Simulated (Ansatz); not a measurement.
Comparing deformations in KMgH3

Theory: DFT r2SCAN, scalar-relativistic, plane waves, PAW (Ansatz 0.2.0). Settings: plane waves to 500 eV, k-mesh 6×6×6 (Γ-centred), Gaussian smearing 0.05 eV. No spin polarisation. Energies are free energies at this smearing, counted from the undisturbed cell; pressure is positive in compression.

Reference structure (as given, not relaxed at this level; it stands at -0.9 GPa, and it needn't be the usual structure):

```xyz
5
Lattice="4.0250 0.0000 0.0000 0.0000 4.0250 0.0000 0.0000 0.0000 4.0250" Properties=species:S:1:pos:R:3 pbc="T T T"
K     0.0000    0.0000    0.0000
Mg    2.0125    2.0125    2.0125
H     0.0000    2.0125    2.0125
H     2.0125    0.0000    2.0125
H     2.0125    2.0125    0.0000
```

The cell is strained by ε times a Voigt pattern (xx, yy, zz, yz, xz, xy; engineering shear) with fractional coordinates fixed. τ = (1/V0) dE/dε comes from the stress tensor. Of each scan, only the three points used here are listed.

| pattern | ε | τ (GPa) |
| --- | --- | --- |
| (1, 1, 0, 0, 0, 0) | -0.0250 | -2.96 |
| (1, 1, 0, 0, 0, 0) | 0.0000 | 1.78 |
| (1, 1, 0, 0, 0, 0) | 0.0250 | 5.64 |
| (0, 0, 1, 0, 0, 0) | -0.0250 | -0.94 |
| (0, 0, 1, 0, 0, 0) | 0.0000 | 0.89 |
| (0, 0, 1, 0, 0, 0) | 0.0250 | 2.40 |
| (0, 0, 0, 1, 0, 0) | -0.0025 | -0.100 |
| (0, 0, 0, 1, 0, 0) | 0.0000 | 0.000 |
| (0, 0, 0, 1, 0, 0) | 0.0025 | 0.100 |
| (0, 0, 0, 0, 0, 1) | -0.0125 | -0.502 |
| (0, 0, 0, 0, 0, 1) | 0.0000 | 0.000 |
| (0, 0, 0, 0, 0, 1) | 0.0125 | 0.502 |

Q: Which constants do the scans give, and which deformation costs least for the same size of strain tensor?

A: The slope dτ/dε at zero (parabola through three points) is pᵀCp: (1, 1, 0, 0, 0, 0) gives 2(C11 + C12) = 172 GPa; (0, 0, 1, 0, 0, 0) gives C11 = 67 GPa; (0, 0, 0, 1, 0, 0) gives C44 = 40 GPa; (0, 0, 0, 0, 0, 1) gives C44 = 40 GPa. The size of the strain tensor, ε:ε, is ε² times 2.0, 1.0, 0.5, 0.5. Per unit of it the stiffnesses are 86, 67, 80, 80 GPa, so (0, 0, 1, 0, 0, 0) is the softest of these: at ε:ε = (1 %)² the quadratic term costs 0.27 meV/atom against 0.35 for the stiffest. The starting stress shifts them by about its own size.

Q: What else follows for this cubic crystal?

A: From the unrounded slopes C11 = 66.7 and C12 = 19.2 GPa, so B = (C11 + 2 C12)/3 = 35 GPa and the Poisson ratio for a pull along a cube edge is C12/(C11 + C12) = 0.22.

Q: How anisotropic is this cubic crystal?

A: Zener's ratio 2 C44/(C11 − C12) = 1.69; it is 1 for an isotropic solid.